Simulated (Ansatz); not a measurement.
# Structure relaxation, PtSe2

The start is a generated cell, PtSe2 built in the rutile structure type. The cell and all atomic positions are relaxed at zero pressure with PBE (plane waves to 420 eV, PAW, scalar-relativistic; Ansatz, a first-principles code). The first steps use a coarse 4×4×6 k-mesh.

Initial structure:
```
PtSe2
1.0
    6.24589     0.00000     0.00000
    0.00000     6.24589     0.00000
    0.00000     0.00000     4.02238
Pt Se
2 4
Cartesian
  0.00000   0.00000   0.00000
  3.12294   3.12294   2.01119
  1.90475   1.90475   0.00000
  5.02769   1.21820   2.01119
  1.21820   5.02769   2.01119
  4.34114   4.34114   0.00000
```

- Initial pressure: -10 GPa (negative: the cell is under tension)
- Largest initial force: about 0.5 eV/Å, on Se3, Se4, Se5, Se6 (atoms numbered as listed)
- Outcome: The space group stays P4₂/mnm (No. 136) (the run could not lower it); the end is rutile type, with 6 atoms in the primitive cell
- Volume change: -14.2 %, from 26.15 to 22.43 Å³/atom
- Shortest distances (start → end): The closest pairs of elements (up to four, under 3.6 Å), start → end: Pt–Se 2.65 → 2.54 Å; Se–Se 3.45 → 3.11 Å
- Optimiser moves: 8

Final values are on a 8×8×12 k-mesh of the relaxed cell. No spin polarisation in the result. A magnetic state may lie lower.

The run could not lower the symmetry of its start; a shaken copy of this end point relaxes with PBE to P2/m (No. 10) at a tolerance of 0.01 Å, Pnnm (No. 58) at 0.1 Å, 0.15 eV/atom lower.

The relaxed structure here is a generated cell of PtSe2: the first start was made by placing the elements on the sites of a structure type, and the end was not matched to a known phase here, so it may be hypothetical. Known forms of PtSe2 include space group No. 164.
